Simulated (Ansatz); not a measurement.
Values for one crystal, relaxed and computed with plane-wave PAW r²SCAN (Ansatz code); other levels are named.

- Volume per atom: 28.81 Å³
- Band gap: 0.42 eV (direct)
- Conduction-band minimum: at Γ
- Bulk modulus (Birch–Murnaghan fit): 52.7 GPa
- Electron effective mass with spin–orbit coupling: 0.017, 0.017, 0.018 mₑ (principal values)
- Debye temperature from the elastic constants: 270 K
- Hole effective mass, band 1 of 2 at the edge: 0.69 along x, 0.60 along z (mₑ)

Problem. Which compound is it?
(A) GaN, wurtzite
(B) GaSb, P6_3mc (Ga on 2b, Sb on 2b, Ga on 2a, Sb on 2a)
(C) LaSe2, P2_1/c (La on 4e, Se on 4e, Se on 4e)
(D) Ga2S3, Cc (Pearson symbol mS20)

Solution. B, GaSb, P6_3mc (Ga on 2b, Sb on 2b, Ga on 2a, Sb on 2a)

The start of the workflow was typed in or built on a structure type; the Crystallography Open Database copy checked does not list it. It is not the phase usual at ambient conditions (space group No. 216). The cell was relaxed with r²SCAN under the symmetry of its start; its stability against distortions is not shown here. Scalar-relativistic: spin–orbit coupling is off unless named, which matters more the heavier the elements.

Potentials: the earlier of the program's two PAW sets.
